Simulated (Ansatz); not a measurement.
FePt (CuAu type, space group P4/mmm)

```xyz
2
Lattice="2.7339 0.0000 0.0000 0.0000 2.7339 0.0000 0.0000 0.0000 3.7210" Properties=species:S:1:pos:R:3 pbc="T T T"
Fe     1.3669     1.3669     1.8605
Pt     0.0000     0.0000     0.0000
```

Grid over V/V₀ and (c/a)/(c/a)₀, subscript 0 meaning the relaxed cell; the conventional c axis lies along z; no internal relaxation.

These are r2SCAN (plane waves to 500 eV, PAW, scalar-relativistic; Ansatz, an electronic-structure program) values and carry that method's errors. k mesh 17×17×13 (Γ-centred), Fermi-Dirac smearing 0.05 eV. The energy includes the smearing's −TS. With partly filled bands, the response to shear is sensitive to the k mesh, so small differences along c/a are uncertain. FePt was relaxed with its symmetry unable to fall. Relaxed FePt ends ferromagnetic. Spin-orbit coupling is left out, though Pt is heavy. The magnetic order is the one the run started from; other orders were not tried. ΔE is measured from the relaxed starting cell.

```
ΔE (meV/atom)         V/V₀ = 0.920  V/V₀ = 0.960  V/V₀ = 1.000  V/V₀ = 1.040  V/V₀ = 1.080
--------------------  ------------  ------------  ------------  ------------  ------------
(c/a)/(c/a)₀ = 0.920           103            46            28            41            77
(c/a)/(c/a)₀ = 0.960            80            24             7            21            58
(c/a)/(c/a)₀ = 1.000    (withheld)    (withheld)             0    (withheld)            52
(c/a)/(c/a)₀ = 1.040            79            24             7            20            58
(c/a)/(c/a)₀ = 1.080           103            46            27            39            76
```

Q: Fill in the missing entries.

A: 
- (c/a)/(c/a)₀ = 1.000, V/V₀ = 0.920: 71
- (c/a)/(c/a)₀ = 1.000, V/V₀ = 0.960: 16
- (c/a)/(c/a)₀ = 1.000, V/V₀ = 1.040: 14

(Under strain, the slope of the energy per volume gives the stress and its curvature an elastic modulus.)
